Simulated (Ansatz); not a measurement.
This run works on a proposed trial structure, not on a known crystal.

Input and command of a plane-wave DFT calculation in Ansatz:

```yaml
crystal:
  lattice:
    - [1.8333214624, 1.0584686398, 21.1111153057]
    - [-1.8333214624, 1.0584686398, 21.1111153057]
    - [0.0, -2.1169372796, 21.1111153057]
  atoms:
    - { symbol: Si, position: [0.7239373339, 0.7239373339, 0.7239373339] }
    - { symbol: Si, position: [0.1225693663, 0.1225693663, 0.1225693663] }
    - { symbol: Si, position: [0.1597094694, 0.1597094694, 0.1597094694] }
    - { symbol: Si, position: [0.4049121028, 0.4049121028, 0.4049121028] }
    - { symbol: Si, position: [0.441966051, 0.441966051, 0.441966051] }
    - { symbol: Si, position: [0.8774306337, 0.8774306337, 0.8774306337] }
    - { symbol: Si, position: [0.8402905306, 0.8402905306, 0.8402905306] }
    - { symbol: Si, position: [0.2760626661, 0.2760626661, 0.2760626661] }
    - { symbol: Si, position: [0.5950878972, 0.5950878972, 0.5950878972] }
    - { symbol: Si, position: [0.558033949, 0.558033949, 0.558033949] }
    - { symbol: Si, position: [0.0185495311, 0.0185495311, 0.0185495311] }
    - { symbol: Si, position: [0.9814504689, 0.9814504689, 0.9814504689] }
    - { symbol: C, position: [0.6936510251, 0.6936510251, 0.6936510251] }
    - { symbol: C, position: [0.3063489749, 0.3063489749, 0.3063489749] }
basis:
  ecutwfc: 420
kpoints:
  mp_grid: { grid: [12, 12, 12] }
hamiltonian:
  xc: pbe
scf:
  occupations: { method: gaussian, width: 0.1 }
output:
  forces: true
  stress: true
  eigenvalues: true
relax:
  adjacent_minimum: "off"
  f_tol: 0.01
  max_steps: 80
  cell: { stress_tol: 0.05 }
```

```bash
ansatz run input.yaml --threads 1 --pin off --max-ram 2560MiB --backend cpu --events-out ev --progress --plain --runs-dir out
```

Processor: Intel(R) Xeon(R) 6975P-C (Granite Rapids), 1 thread, on a host shared with other jobs.

Problem. Estimate time, memory and problem size.

Solution. About 9.4 min, peak memory 1.5 GiB. It solves 42 bands at 189 k points (after reduction by symmetry) with about 4745 plane waves (on the last cell), in 51 SCF iterations over 7 ionic steps.
